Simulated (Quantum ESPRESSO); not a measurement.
## Calculated data, Si$_{2}$BPC$_{4}$ (made-up cell)

All values are calculated (Quantum ESPRESSO 7.5). Calculation on a made-up crystal cell, not a measurement, rerun at a higher cutoff and a denser mesh: periodic Kohn-Sham density functional theory in plane waves with PseudoDojo standard norm-conserving scalar-relativistic pseudopotentials, each functional with its own files (v0.5 for PBE, v0.4.1 for LDA and PBEsol), no spin polarisation, no spin-orbit coupling, atoms not relaxed, stress positive in tension, energies less a fixed whole-eV offset for each atom's element; levels are Kohn-Sham levels at fractions of this cell's reciprocal vectors, counted from the reference band (half the neutral cell's valence electrons, rounded up) at Gamma; error bars give the change to or from the runs named with them, not the error of the files; each bar is the largest change over components, and at least 0.002 eV, 0.002 eV per angstrom or 0.02 GPa; energies are for the whole cell, and the offsets were chosen from early runs and are not element reference energies.

```xyz
8
Lattice="4.3387 -0.0496 -0.0478 -0.0496 4.3379 -0.0582 -0.0478 -0.0582 4.3075" Properties=species:S:1:pos:R:3 formula=Si2BPC4 lattice_type=zincblende/diamond functional=pbe cutoff=1347 fermi_dirac_smearing=0.025 scf_tolerance=1e-07 electrons_removed=0 k_mesh=6_x_6_x_6,shifted_by_half_a_step free_energy_less_offsets=-3.762 scf_iterations=11 smearing_term_minus_ts=0 pressure=-12.66 stress_xx=13.09 stress_yy=12.99 stress_zz=11.91 stress_yz=-8.367 stress_xz=-6.922 stress_xy=-7.193 error_bar_energy=0.005802 error_bar_stress=0.06629 error_bar_force=0.002 error_bars_from=change_from_the_looser_run_of_this_cell
P      0.0019     0.0331     0.0264
Si    -0.0139     2.1693     2.1364
Si     2.1666    -0.0379     2.1353
B      2.1323     2.1425    -0.0711
C      1.0417     1.0587     1.0517
C      1.0263     3.1990     3.1578
C      3.2107     0.9997     3.1771
C      3.2081     3.1810     0.9997
```

Units: cutoff, fermi_dirac_smearing, scf_tolerance, free_energy_less_offsets, smearing_term_minus_ts, error_bar_energy in eV; pressure, stress_xx, stress_yy, stress_zz, stress_yz, stress_xz, stress_xy, error_bar_stress in GPa; error_bar_force in eV/Å.

Atoms:
```csv
atoms element,atom site,atom energy offset (eV)
P,1,-189
Si,2,-115
Si,3,-115
B,4,-79
C,5,-163
C,6,-163
C,7,-163
C,8,-163
```

Forces:
```csv
site,x (eV/Å),y (eV/Å),z (eV/Å)
1,-0.3812,-1,-0.8185
2,-1.258,-1.008,-0.5704
3,-0.6473,-0.7364,-0.6826
4,0.4385,0.2646,0.2666
5,1.371,0.8469,-1.246
6,1.108,0.3966,2.757
7,0.1264,1.392,2.184
8,-0.7581,-0.1552,-1.89
```
